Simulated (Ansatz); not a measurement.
CeO2 (fluorite)

```yaml
crystal:
  lattice:
    - [0.00000, 2.69903, 2.69903]
    - [2.69903, 0.00000, 2.69903]
    - [2.69903, 2.69903, 0.00000]
  atoms:
    - { symbol: Ce, position: [0.00000, 0.00000, 0.00000] }
    - { symbol: O, position: [0.25000, 0.25000, 0.25000] }
    - { symbol: O, position: [0.75000, 0.75000, 0.75000] }
```

The slice is a {100} plane (indices of the conventional cell) through the point (0.750, 0.750, 0.750) (fractional), spanned by u = [100] and v = [0 1 -1] in vectors of this cell: u (3.82 Å) and v (3.82 Å, at 90° to u). It covers one period; positions are fractions (u, v).

Computed with PBEsol (plane waves to 420 eV, PAW, scalar-relativistic; Ansatz, a quantum-chemistry and plane-wave program). k mesh 11×11×11. Near the nuclei the fields are pseudised (PAW); where an atom keeps semicore shells as valence, they peak there. CeO2 is run without spin polarisation. CeO2 was relaxed with its symmetry unable to fall. The filling of the f shell was not checked against other fillings, so treat energies with care.

**Question.** Sketch the electrostatic potential energy of an electron, from the cell's mean on this plane as a map.

**Answer.** 
```tsv
v \ u	0.00	0.10	0.20	0.30	0.40	0.50	0.60	0.70	0.80	0.90
0.90	x	x	x	7.9	5.7	4.7	5.8	7.9	x	x
0.80	x	x	9.3	9.0	7.9	7.3	7.9	9.0	9.3	x
0.70	7.3	7.9	9.0	9.3	x	x	x	9.3	9.0	7.9
0.60	4.7	5.7	7.9	x	x	x	x	x	7.9	5.8
0.50	3.4	4.6	7.5	x	x	x	x	x	7.3	4.7
0.40	4.7	5.7	7.9	x	x	x	x	x	7.9	5.8
0.30	7.3	7.9	9.0	9.3	x	x	x	9.3	9.0	7.9
0.20	x	x	9.3	9.0	7.9	7.3	7.9	9.0	9.3	x
0.10	x	x	x	7.9	5.7	4.7	5.8	7.9	x	x
0.00	x	x	x	7.5	4.6	3.4	4.7	7.3	x	x
```

Values: electrostatic potential energy of an electron, from the cell's mean, in eV. Points within 1 Å of a nucleus are blanked (x), as the pseudised field means little there. The zero, the cell's mean, hangs on the PAW cores.
